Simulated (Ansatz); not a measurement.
**Zr3TiC4: rattling a relaxed structure**

The cell was found from a structure generator's guess, not taken from experiment.

These are results of DFT PBE, scalar-relativistic, plane waves, PAW (Ansatz), not measurements. Settings: cutoff 420 eV, Γ-centred mesh 8×8×12 on the computed 8-atom cell, Gaussian smearing of 0.10 eV; no spin polarisation.

The cell below (8 atoms, space group Cmmm (No. 65)) is relaxed within its symmetry.

```
CELL_PARAMETERS angstrom
3.26885 -4.62152 0.00000
3.26885 4.62152 0.00000
0.00000 0.00000 3.27557
ATOMIC_POSITIONS crystal
Zr 0.00000 0.00000 0.00000
Zr 0.00000 0.50000 0.50000
Zr 0.50000 0.00000 0.50000
Ti 0.50000 0.50000 0.00000
C 0.25482 0.74518 0.00000
C 0.74518 0.25482 0.00000
C 0.25966 0.25966 0.50000
C 0.74034 0.74034 0.50000
```

For the test it was strained at random (σ = 1.5 % a component), the atoms were moved at random (σ = 0.05 Å), and all was relaxed again on a coarse 6×4×4 mesh (in the run’s order of axes) with 0.20 eV smearing, with no symmetry imposed.

**Question.** Does it come back?

**Answer.** It returns, within 1 meV/atom of the unmoved cell on that mesh and with the same symmetry when read at 0.1 Å. So it is stable against the distortions that fit this cell and that this random move excites. Modes that don't fit the cell aren't tested.
